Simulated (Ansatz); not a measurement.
Cs2LiIrC6N6:
```
Cs2LiIrC6N6
1.0
    0.00000     5.35960     5.35960
    5.35960     0.00000     5.35960
    5.35960     5.35960     0.00000
Cs Li Ir C N
2 1 1 6 6
Direct
  0.75000   0.75000   0.75000
  0.25000   0.25000   0.25000
  0.50000   0.50000   0.50000
  0.00000   0.00000   0.00000
  0.81269   0.18731   0.18731
  0.18731   0.81269   0.81269
  0.18731   0.81269   0.18731
  0.81269   0.18731   0.81269
  0.18731   0.18731   0.81269
  0.81269   0.81269   0.18731
  0.29568   0.70432   0.70432
  0.70432   0.29568   0.29568
  0.70432   0.29568   0.70432
  0.29568   0.70432   0.29568
  0.70432   0.70432   0.29568
  0.29568   0.29568   0.70432
```

Relaxed with r²SCAN. Special points in fractions of this cell's reciprocal vectors: Γ (0.000, 0.000, 0.000); X (0.500, 0.000, 0.500); U (0.625, 0.250, 0.625); K (0.375, 0.375, 0.750); L (0.500, 0.500, 0.500); W (0.500, 0.250, 0.750).

Task: List the band energies nearest the valence-band maximum at these points for plane-wave PAW r²SCAN with spin–orbit coupling (Ansatz code).

Result: In eV from the valence-band maximum; about four levels below and three above (degenerate sets whole), none deeper than 8.9 eV; points with the same levels are listed once.

```tsv
k	below	above
Γ	-0.76 -0.76 -0.76 -0.76 -0.36 -0.36	5.78 5.78 5.80 5.80 5.80 5.80 5.80 5.80
X	-0.34 -0.34 0.00 0.00	5.96 5.96 6.24 6.24
U	-0.40 -0.40 -0.04 -0.04	5.97 5.97 6.01 6.01
L	-0.52 -0.52 -0.12 -0.12	5.73 5.73 5.92 5.92 5.93 5.93
W	-0.44 -0.44 -0.04 -0.04	6.01 6.01 6.01 6.01
```

Space group Fm-3m. The first step of the workflow began from a Materials Project structure, measured or hypothetical; the Crystallography Open Database files this formula in space group No. 225, but the cells were not matched. Whether it is the stable phase at ambient conditions was not checked. Symmetry was held in the r²SCAN relaxation; its stability against distortions is not shown here. The run is not spin-polarised.

Potentials: the later of the program's two PAW sets.
